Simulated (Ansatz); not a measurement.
One input, then a changed one: CsCd (CsCl type)

First run: DFT, PBE, PAW with Ansatz's default frozen-core files, scalar-relativistic (Ansatz 0.2.0).

Command: `ansatz run input.yaml --threads 1 --pin off --max-ram 2048MiB --backend cpu --events-out ev --progress --plain --runs-dir out` It took 20 s on 1 thread of Arm Neoverse V2, with other jobs on the host, peak memory 0.41 GiB.

```yaml
crystal:
  lattice:
    - [5.0642267848, 0.0, 0.0]
    - [0.0, 5.0642267848, 0.0]
    - [0.0, 0.0, 5.0642267848]
  atoms:
    - { symbol: Cs, position: [0.0, 0.0, 0.0] }
    - { symbol: Cd, position: [0.5, 0.5, 0.5] }
kpoints:
  mp_grid: { grid: [8, 8, 8] }
scf:
  occupations: { method: fermi_dirac, width: 0.05 }
hamiltonian:
  xc: pbe
  pseudopotentials: { kind: paw }
output:
  forces: true
  stress: true
relax:
  f_tol: 0.005
  max_steps: 50
  cell: {}
```

The start is a guessed cell of a prototype that needn't be stable.

This run: cell and atoms relaxed.

It converges in 39 SCF iterations over all geometries at a pressure of -0.01 GPa, ending at 52.97 Å³/atom, cutoff 420 eV.

The input is then changed:

```diff
   occupations: { method: fermi_dirac, width: 0.05 }
+  initial_density: { chi_scale: 0.1 }
 hamiltonian:
```

**Question.** What does the second run give?

**Answer.** It converges in 42 SCF iterations over all geometries at a pressure of -0.01 GPa, ending at 52.97 Å³/atom, cutoff 420 eV, free energy 0.0 meV/atom against the first run's. Results part of its log:
```
basis re-selected at this cell: Δ(F+E_penalty+E_count) = +1.635e-3 eV, ΔP = -0.006 GPa vs the last step (what re-selecting the basis moved, of the pressure what is left beyond the Pulay correction that the steps carried, after the strain that the cell walked since its last selection, with what the two solves' SCF thresholds leave and, on support functions, any second-order correction that the steps lacked; it is no measure of the basis error at this ecutwfc). The dense FFT grid was sized anew with the basis: this SCF ran on 32×32×32 points, the steps before it on 36×36×36, so part of this shift can come from that change (see relax.cell in the input reference). This SCF's stress stands 1.02e-2 GPa from its target on what of the cell is left free (relax.cell.stress_tol is 5.00e-2 GPa) and its largest allowed force component is 1.17e-28 eV/Å (relax.f_tol is 5.00e-3 eV/Å): within both
SCF converged after 6 iterations
Free energy (F): -13925.163027 eV
Harris-Foulkes:  -13925.163027 eV  (|F-HF|=3.64e-12)
Internal energy: -13925.144786 eV  (E = F + TS)
E sigma→0 (E₀):  -13925.153906 eV
Entropy (-TS):   -0.018241 eV (-9.120 meV/atom)
Fermi energy:    5.626424 eV
--- Per-component energies (eV) ---
  E_band       = -630.510101
  E_kinetic    = 646.950664
  E_local      = -4805.351591  (includes V_loc(G=0)·N_el)
  E_nonlocal   = 61.817694
  E_hartree    = 2186.443995
  E_xc         = -349.859628
  E_vxc        = -346.364454  (∫ρ·V_xc dr)
  E_paw        = -9149.334655  (= ΣΔE_a)
  E_vpaw       = -560.450595  (= ΣTr[D̂ρ^β])
  E_aug_tail   = 0.000012  (compensation charges beyond the density's cutoff)
  E_ewald      = -2515.811276
  E_smearing   = -0.018241  (= −TS)
  E_closure    = 0.000000  (closes the sum)
  Σ components = -13925.163027   (vs F -13925.163027, Δ=0.00e0)
--- Forces (eV/Å), atoms counted from 1 ---
  atom   1  Cs    -0.00000000    -0.00000000     0.00000000
  atom   2  Cd    -0.00000000     0.00000000     0.00000000
  max |Σ_I F_I| component: 2.36e-28 eV/Å
--- Stress (GPa, compression-positive) ---
       -0.010185      -0.000000       0.000000
       -0.000000      -0.010185       0.000000
        0.000000       0.000000      -0.010185
  P = ⅓ Tr σ = -0.0102 GPa (-0.102 kbar)
--- Relaxed structure (5 steps of the walk, 5 accepted, 1 SCFs on fresh bases) ---
  F+E_penalty+E_count = -13925.16302693 eV   max|allowed force component| = 1.174e-28 eV/Å   (the final SCF, on the basis selected at the relaxed cell)
  cell:  # Å, volume = 105.9484 Å³
    - [4.731854765850117, 2.3913630142808177e-33, 1.6049416203226963e-33]
    - [2.3913630142808177e-33, 4.731854765850117, 8.345696425678021e-34]
    - [2.0543252740130508e-33, 8.345696425678021e-34, 4.731854765850117]
  atoms:
    - { symbol: Cs, position: [-5.070678508325391e-35, -1.1884402764189775e-36, 4.7537611015945066e-36] }
    - { symbol: Cd, position: [0.49999999999999994, 0.49999999999999994, 0.49999999999999994] }
```
